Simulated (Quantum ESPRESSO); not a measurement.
## Ti2NbO5F3 (finding a planted mistake in a log)

A calculation, not a measurement. The program is pw.x of Quantum ESPRESSO 7.5 (plane-wave density functional theory). The cell is made up: 11 atoms on a fluorite lattice with one site empty, with randomly drawn elements, strain and displacements, not relaxed. PseudoDojo standard norm-conserving files (v0.5 for PBE, v0.4.1 for LDA and PBEsol) set the functional; there is no spin polarisation, spin-orbit coupling or dispersion term, and the masses in the input are unused placeholders.

Intended input:

```
&control calculation='scf', pseudo_dir='./dojo.nc.sr.pbe.v0_5.standard.upf', outdir='./o', disk_io='medium', tprnfor=.true., tstress=.true. /
&system ibrav=0, nat=11, ntyp=4, nbnd=50, ecutwfc=84.00895049, nosym=.true., tot_charge=0,
 occupations='smearing', smearing='fd', degauss=0.0018374661
/
&electrons conv_thr=7.350e-09, electron_maxstep=60, /
ATOMIC_SPECIES
F 1.0 F.upf
Nb 1.0 Nb.upf
O 1.0 O.upf
Ti 1.0 Ti.upf
CELL_PARAMETERS angstrom
4.9077 -0.0116 0.0948
-0.0116 4.85 -0.0555
0.0948 -0.0555 5.0289
ATOMIC_POSITIONS angstrom
Ti 0.0713 2.5131 2.4192
Nb 2.4499 -0.0453 2.4376
Ti 2.5397 2.5038 0.0211
O 1.2798 1.1422 1.2242
O 1.3058 0.9646 3.7496
O 1.2835 3.448 1.2567
F 1.5204 3.5423 3.657
O 3.6964 1.2432 1.3524
F 3.6277 1.1911 3.8387
F 3.6433 3.5926 1.1109
O 3.829 3.5757 3.8625
K_POINTS automatic
5 5 4 1 1 1
```

The log is shortened where brackets say so; the opening notice, blank lines, dates and the lines on written files are dropped, and the path of the files is cut. It prints rydbergs, bohrs and kilobars, and counts compression as positive stress. Where no state is partly filled, the Fermi energy that it prints is only some level between the filled and the empty states on the mesh, and need not lie in the true gap.

Log of the intended run:

```
     Program PWSCF v.7.5
     Parallel version (MPI & OpenMP), running on       1 processor cores
     Number of MPI processes:                 1
     Threads/MPI process:                     1
     [start-up lines left out]
     bravais-lattice index     =            0
     lattice parameter (alat)  =       9.2760  a.u.
     unit-cell volume          =     807.3731 (a.u.)^3
     number of atoms/cell      =           11
     number of atomic types    =            4
     number of electrons       =        88.00
     number of Kohn-Sham states=           50
     kinetic-energy cutoff     =      84.0090  Ry
     charge density cutoff     =     336.0358  Ry
     scf convergence threshold =      7.3E-09
     mixing beta               =       0.7000
     number of iterations used =            8  plain     mixing
     Exchange-correlation= PBE
                           (   1   4   3   4   0   0   0)
     [axes and pseudopotential details left out]
   Cartesian axes
     site n.     atom                  positions (alat units)
         1        Ti     tau(   1) = (   0.0145254   0.5119759   0.4928464  )
         2        Nb     tau(   2) = (   0.4991006  -0.0092286   0.4965949  )
         3        Ti     tau(   3) = (   0.5173950   0.5100813   0.0042986  )
         4        O      tau(   4) = (   0.2607245   0.2326923   0.2493975  )
         5        O      tau(   5) = (   0.2660213   0.1965111   0.7638792  )
         6        O      tau(   6) = (   0.2614783   0.7024364   0.2560185  )
         7        F      tau(   7) = (   0.3097402   0.7216475   0.7450145  )
         8        O      tau(   8) = (   0.7530412   0.2532683   0.2755148  )
         9        F      tau(   9) = (   0.7390454   0.2426543   0.7820310  )
        10        F      tau(  10) = (   0.7422235   0.7318948   0.2263157  )
        11        O      tau(  11) = (   0.7800548   0.7284518   0.7868796  )
     number of k points=    50  Fermi-Dirac smearing, width (Ry)=  0.0018
                       cart. coord. in units 2pi/alat
        k(    1) = (   0.0979189   0.1028311   0.1212995), wk =   0.0400000
        k(    2) = (   0.0932095   0.1056136   0.3654400), wk =   0.0400000
     [further k points left out]
     Dense  grid:    83897 G-vectors     FFT dimensions: (  60,  54,  60)
     Estimated max dynamical RAM per process >     127.73 MB
     Initial potential from superposition of free atoms
     starting charge      87.9945, renormalised to      88.0000
     Starting wfcs are   62 randomized atomic wfcs
     total cpu time spent up to now is       18.8 secs
     per-process dynamical memory:    80.9 Mb
     Self-consistent Calculation
     iteration #  1     ecut=    84.01 Ry     beta= 0.70
     Davidson diagonalization with overlap
     ethr =  1.00E-02,  avg # of iterations =  2.0
     total cpu time spent up to now is       49.9 secs
     total energy              =    -672.57624801 Ry
     estimated scf accuracy    <       5.98736812 Ry
     iteration #  2     ecut=    84.01 Ry     beta= 0.70
     Davidson diagonalization with overlap
     ethr =  6.80E-03,  avg # of iterations =  8.5
     total cpu time spent up to now is      117.3 secs
     total energy              =    -664.73357053 Ry
     estimated scf accuracy    <      98.60354693 Ry
     [iterations 3 to 23 left out]
     iteration # 24     ecut=    84.01 Ry     beta= 0.70
     Davidson diagonalization with overlap
     ethr =  1.02E-11,  avg # of iterations =  8.0
     total cpu time spent up to now is      953.6 secs
     total energy              =    -675.96323156 Ry
     estimated scf accuracy    <       0.00000002 Ry
     iteration # 25     ecut=    84.01 Ry     beta= 0.70
     Davidson diagonalization with overlap
     ethr =  1.02E-11,  avg # of iterations =  2.0
     total cpu time spent up to now is      977.7 secs
     End of self-consistent calculation
     [lines on levels left out]
     the Fermi energy is     9.6130 ev
!    total energy              =    -675.96323156 Ry
     estimated scf accuracy    <          3.9E-09 Ry
     smearing contrib. (-TS)   =      -0.00000001 Ry
     internal energy E=F+TS    =    -675.96323155 Ry
     The total energy is F=E-TS. E is the sum of the following terms:
     one-electron contribution =    -234.15834061 Ry
     hartree contribution      =     163.50057684 Ry
     xc contribution           =    -135.51699607 Ry
     ewald contribution        =    -469.78847172 Ry
     convergence has been achieved in  25 iterations
     Forces acting on atoms (cartesian axes, Ry/au):
     atom    1 type  4   force =     0.01102228   -0.11568783   -0.01174875
     atom    2 type  2   force =    -0.10464194    0.23232197   -0.01528319
     atom    3 type  4   force =    -0.02262132   -0.11390903    0.00133899
     atom    4 type  3   force =     0.04272638   -0.02957350    0.04168489
     atom    5 type  3   force =     0.02165255    0.05403019   -0.07812041
     atom    6 type  3   force =     0.00951355    0.03361173    0.03287935
     atom    7 type  1   force =    -0.04708788   -0.07242834    0.03226111
     atom    8 type  3   force =    -0.00743380    0.03835560    0.05812697
     atom    9 type  1   force =     0.02872198   -0.00820056   -0.00813031
     atom   10 type  1   force =     0.05565766    0.03121050    0.05473859
     atom   11 type  3   force =     0.01249055   -0.04973072   -0.10774724
     Total force =     0.379728     Total SCF correction =     0.000163
     Computing stress (Cartesian axis) and pressure
          total   stress  (Ry/bohr**3)                   (kbar)     P=      -42.76
  -0.00011693   0.00034282   0.00019994          -17.20       50.43       29.41
   0.00034282   0.00001772   0.00016006           50.43        2.61       23.55
   0.00019994   0.00016006  -0.00077283           29.41       23.55     -113.69
     init_run     :     16.50s CPU     18.62s WALL (       1 calls)
     electrons    :    895.46s CPU    958.91s WALL (       1 calls)
     forces       :      4.58s CPU      4.62s WALL (       1 calls)
     stress       :     17.00s CPU     17.06s WALL (       1 calls)
     [timing details left out]
     PWSCF        :  15m33.79s CPU  16m39.62s WALL
     JOB DONE.
```

A second run was made from an input with one planted mistake. Its log:

```
     Program PWSCF v.7.5
     Parallel version (MPI & OpenMP), running on       1 processor cores
     Number of MPI processes:                 1
     Threads/MPI process:                     1
     [start-up lines left out]
     bravais-lattice index     =            0
     lattice parameter (alat)  =       9.2760  a.u.
     unit-cell volume          =     807.3731 (a.u.)^3
     number of atoms/cell      =           11
     number of atomic types    =            4
     number of electrons       =        88.00
     number of Kohn-Sham states=           50
     kinetic-energy cutoff     =      84.0090  Ry
     charge density cutoff     =     336.0358  Ry
     scf convergence threshold =      7.3E-09
     mixing beta               =       0.7000
     number of iterations used =            8  plain     mixing
     Exchange-correlation= PBE
                           (   1   4   3   4   0   0   0)
     [axes and pseudopotential details left out]
   Cartesian axes
     site n.     atom                  positions (alat units)
         1        Ti     tau(   1) = (   0.0145254   0.5119759   0.4928464  )
         2        Nb     tau(   2) = (   0.4991006  -0.0092286   0.4965949  )
         3        Ti     tau(   3) = (   0.5173950   0.5100813   0.0042986  )
         4        O      tau(   4) = (   0.2607245   0.2326923   0.2493975  )
         5        O      tau(   5) = (   0.2660213   0.1965111   0.7638792  )
         6        O      tau(   6) = (   0.2614783   0.7024364   0.2560185  )
         7        F      tau(   7) = (   0.3097402   0.7216475   0.7450145  )
         8        F      tau(   8) = (   0.7530412   0.2532683   0.2755148  )
         9        O      tau(   9) = (   0.7390454   0.2426543   0.7820310  )
        10        F      tau(  10) = (   0.7422235   0.7318948   0.2263157  )
        11        O      tau(  11) = (   0.7800548   0.7284518   0.7868796  )
     number of k points=    50  Fermi-Dirac smearing, width (Ry)=  0.0018
                       cart. coord. in units 2pi/alat
        k(    1) = (   0.0979189   0.1028311   0.1212995), wk =   0.0400000
        k(    2) = (   0.0932095   0.1056136   0.3654400), wk =   0.0400000
     [further k points left out]
     Dense  grid:    83897 G-vectors     FFT dimensions: (  60,  54,  60)
     Estimated max dynamical RAM per process >     127.73 MB
     Initial potential from superposition of free atoms
     starting charge      87.9945, renormalised to      88.0000
     Starting wfcs are   62 randomized atomic wfcs
     total cpu time spent up to now is       22.7 secs
     per-process dynamical memory:    81.0 Mb
     Self-consistent Calculation
     iteration #  1     ecut=    84.01 Ry     beta= 0.70
     Davidson diagonalization with overlap
     ethr =  1.00E-02,  avg # of iterations =  2.0
     total cpu time spent up to now is       76.5 secs
     total energy              =    -672.40143185 Ry
     estimated scf accuracy    <       6.16873967 Ry
     iteration #  2     ecut=    84.01 Ry     beta= 0.70
     Davidson diagonalization with overlap
     ethr =  7.01E-03,  avg # of iterations =  8.7
     total cpu time spent up to now is      177.1 secs
     total energy              =    -664.38938400 Ry
     estimated scf accuracy    <     104.91076830 Ry
     [iterations 3 to 22 left out]
     iteration # 23     ecut=    84.01 Ry     beta= 0.70
     Davidson diagonalization with overlap
     ethr =  2.84E-11,  avg # of iterations =  1.6
     total cpu time spent up to now is     1220.8 secs
     total energy              =    -675.90769862 Ry
     estimated scf accuracy    <          9.1E-09 Ry
     iteration # 24     ecut=    84.01 Ry     beta= 0.70
     Davidson diagonalization with overlap
     ethr =  1.03E-11,  avg # of iterations =  5.8
     total cpu time spent up to now is     1276.6 secs
     End of self-consistent calculation
     [lines on levels left out]
     the Fermi energy is     9.7276 ev
!    total energy              =    -675.90769862 Ry
     estimated scf accuracy    <          1.9E-09 Ry
     smearing contrib. (-TS)   =      -0.00000002 Ry
     internal energy E=F+TS    =    -675.90769860 Ry
     The total energy is F=E-TS. E is the sum of the following terms:
     one-electron contribution =    -234.67850923 Ry
     hartree contribution      =     163.81026722 Ry
     xc contribution           =    -135.52736218 Ry
     ewald contribution        =    -469.51209442 Ry
     convergence has been achieved in  24 iterations
     Forces acting on atoms (cartesian axes, Ry/au):
     atom    1 type  4   force =     0.02571892   -0.08181128    0.09652219
     atom    2 type  2   force =    -0.12920536    0.22008329    0.11679322
     atom    3 type  4   force =    -0.00085868   -0.13105639   -0.14423727
     atom    4 type  3   force =     0.06144387   -0.03311865    0.04867068
     atom    5 type  3   force =     0.00159931    0.04232731   -0.08770149
     atom    6 type  3   force =    -0.00698153    0.02622979    0.03570200
     atom    7 type  1   force =    -0.04318271   -0.06742054    0.02192326
     atom    8 type  1   force =     0.02103710    0.01588465    0.00187379
     atom    9 type  3   force =    -0.01832908    0.02201836   -0.03327325
     atom   10 type  1   force =     0.06159102    0.01933028    0.06055473
     atom   11 type  3   force =     0.02716714   -0.03246683   -0.11682784
     Total force =     0.430062     Total SCF correction =     0.000114
     Computing stress (Cartesian axis) and pressure
          total   stress  (Ry/bohr**3)                   (kbar)     P=      -34.09
  -0.00004317   0.00051689   0.00044933           -6.35       76.04       66.10
   0.00051689   0.00015403  -0.00017985           76.04       22.66      -26.46
   0.00044933  -0.00017985  -0.00080605           66.10      -26.46     -118.57
     init_run     :     21.43s CPU     22.51s WALL (       1 calls)
     electrons    :   1196.27s CPU   1253.84s WALL (       1 calls)
     forces       :      8.33s CPU      8.40s WALL (       1 calls)
     stress       :     34.88s CPU     35.04s WALL (       1 calls)
     [timing details left out]
     PWSCF        :  21m 1.44s CPU  22m 3.13s WALL
     JOB DONE.
```

Question: what was wrong in the second input?

Answer: two atoms have their elements exchanged. The input lines that differ, file-writing options aside:

```
- O 3.6964 1.2432 1.3524
+ F 3.6964 1.2432 1.3524
- F 3.6277 1.1911 3.8387
+ O 3.6277 1.1911 3.8387
```

```
                                            intended run  run with the mistake
                          free energy (eV)     -9196.948             -9196.193
                    smearing term -TS (eV)        0.0000                0.0000
                            pressure (GPa)         -4.28                 -3.41
            largest force component (eV/Å)         5.973                 5.659
largest change of a force component (eV/Å)                               3.743
                                iterations            25                    24
```

For scale, a rerun of the intended cell at a cutoff of 1467 eV and k mesh 7 x 7 x 6 moved values by no more than 0.003 eV in energy, 0.06 GPa in stress and 0.004 eV/Å in force.